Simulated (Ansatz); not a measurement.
In₂Se₃:
```xyz
5
Lattice="3.9460 0.0000 0.0000 -1.9730 3.4173 0.0000 0.0000 0.0000 9.5846" Properties=species:S:1:pos:R:3 pbc="T T T"
In     0.0000     2.2782     1.8480
In     1.9730     1.1391     7.7365
Se     0.0000     0.0000     0.0000
Se     0.0000     2.2782     6.3970
Se     1.9730     1.1391     3.1876
```

Relaxed with PBEsol. Special points in fractions of this cell's reciprocal vectors: Γ (0.000, 0.000, 0.000); M (0.500, 0.000, 0.000); K (0.333, 0.333, 0.000); A (0.000, 0.000, 0.500); L (0.500, 0.000, 0.500); H (0.333, 0.333, 0.500).

### Question
List the band energies nearest the Fermi level at these points for PBEsol (plane waves, PAW; program Ansatz).

### Answer
In eV from the Fermi level; about four levels below and three above (degenerate sets whole), none deeper than 8.9 eV; points with the same levels are listed once.

```
k                          below           above
-  -----------------------------  --------------
Γ  -0.43 -0.43 -0.19 -0.19 -0.19  0.84 2.96 3.04
M        -1.33 -0.85 -0.51 -0.05  2.88 3.90 5.01
K        -2.97 -1.12 -1.12 -0.74  1.90 1.90 4.23
A        -0.31 -0.31 -0.28 -0.28  2.10 2.51 2.97
L        -2.21 -1.54 -0.34 -0.20  0.49 2.32 3.40
H        -2.68 -1.57 -1.57 -1.04  2.43 2.43 5.17
```

Space group P-3m1 (La2O3 or Ni2Al3 type). The cell is a constructed one: a structure type filled with these elements; neither database checked (COD, Materials Project) lists it. COD files the formula under space group No. 160, 166, 169, 170. Whether it is the stable phase at ambient conditions was not checked. Symmetry was held in the PBEsol relaxation. At this level the phase is dynamically unstable (imaginary phonons). A small band overlap can be real or an error of a semilocal functional. Scalar-relativistic: spin–orbit coupling is off unless named, which matters more the heavier the elements.

Potentials: the earlier of the program's two PAW sets. The files were generated under PBE; for other functionals the program regenerates the frozen cores, and for LDA and PBEsol the local potential too.
